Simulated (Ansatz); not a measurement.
**CuS in the zincblende structure**

The computed numbers are results of PBEsol, scalar-relativistic (collinear spin) in the plane-wave PAW code Ansatz at 420 eV, 10×10×10 k-mesh, Gaussian smearing of 0.05 eV; PAW files: Ansatz's generated set soft_2.

```
Cu S
1.0
     0.00000    2.56211    2.56211
     2.56211    0.00000    2.56211
     2.56211    2.56211    0.00000
Cu S
1 1
Direct
  0.00000 0.00000 0.00000
  0.25000 0.25000 0.25000
```

The start was a prototype's sites filled with these elements. The Crystallography Open Database lists the compound in space groups Cmcm, P63/mmc, so this is a trial structure.

Magnetic state: non-magnetic, site spin moments none.

Q: Which orbitals carry the states at the Fermi level, and how many states are there?

A: Within 0.1 eV of it: S 3p 61 %, Cu 3d 38 % (shares among the projected shells). The density of states at the Fermi level is about 1.6 states/eV per cell, averaged over 0.3 eV.

Density of states (tetrahedra, averaged over 0.3 eV; states/eV per cell of 2 atoms; energy in eV from the Fermi level; projections on Löwdin-orthogonalised atomic orbitals, summed over sites):

```
    E  total  S 3p  Cu 3d up  Cu 3d down  Cu 4s  S 3s
-6.10    0.0   0.0       0.0         0.0    0.0   0.0
-5.80    0.6   0.4       0.0         0.0    0.1   0.0
-5.50    2.9   2.0       0.2         0.2    0.4   0.0
-5.20    2.4   1.5       0.3         0.3    0.3   0.0
-4.90    0.7   0.4       0.1         0.1    0.0   0.0
-4.60    1.8   1.0       0.4         0.4    0.1   0.0
-4.30    6.2   2.5       1.8         1.8    0.1   0.0
-4.00    4.8   2.1       1.3         1.3    0.0   0.0
-3.70    0.5   0.3       0.1         0.1    0.0   0.0
-3.40    0.0   0.0       0.0         0.0    0.0   0.0
-3.10    0.0   0.0       0.0         0.0    0.0   0.0
-2.80   10.0   0.2       4.9         4.9    0.0   0.0
-2.50    4.5   0.1       2.1         2.1    0.0   0.0
-2.20    2.7   0.2       1.1         1.1    0.1   0.1
-1.90    1.8   0.3       0.6         0.6    0.0   0.1
-1.60    1.9   0.6       0.6         0.6    0.0   0.1
-1.30    2.0   0.7       0.5         0.5    0.0   0.0
-1.00    2.1   0.9       0.5         0.5    0.0   0.0
-0.70    1.9   0.9       0.4         0.4    0.0   0.0
-0.40    1.8   0.9       0.4         0.4    0.0   0.0
-0.10    1.7   1.0       0.3         0.3    0.0   0.0
 0.20    1.3   0.8       0.2         0.2    0.0   0.0
 0.50    0.8   0.5       0.1         0.1    0.0   0.0
 0.80    0.6   0.4       0.1         0.1    0.0   0.0
 1.10    0.3   0.2       0.0         0.0    0.0   0.0
 1.40    0.0   0.0       0.0         0.0    0.0   0.0
 1.70    0.0   0.0       0.0         0.0    0.0   0.0
 2.00    0.0   0.0       0.0         0.0    0.0   0.0
 2.30    0.0   0.0       0.0         0.0    0.0   0.0
 2.60    0.0   0.0       0.0         0.0    0.0   0.0
 2.90    0.0   0.0       0.0         0.0    0.0   0.0
 3.20    0.0   0.0       0.0         0.0    0.0   0.0
 3.50    0.0   0.0       0.0         0.0    0.0   0.0
 3.80    0.0   0.0       0.0         0.0    0.0   0.0
 4.10    0.1   0.0       0.0         0.0    0.0   0.0
 4.40    0.3   0.0       0.0         0.0    0.0   0.0
 4.70    0.5   0.0       0.0         0.0    0.1   0.0
 5.00    1.0   0.1       0.0         0.0    0.3   0.1
 5.30    1.5   0.1       0.0         0.0    0.4   0.1
 5.60    1.6   0.1       0.0         0.0    0.4   0.1
 5.90    1.3   0.1       0.0         0.0    0.3   0.1
```

The calculation's cell holds 25 valence electrons, an odd number. Without magnetic order each band takes two, so one stays part-filled and the crystal must be a metal. (Only strong correlation, outside this picture, could make a Mott insulator of it.)

The starting moments died out; a magnetic state reached from other starts isn't excluded. No antiparallel order was tried, and in such compounds it can hold moments and open a gap where a parallel start collapses.
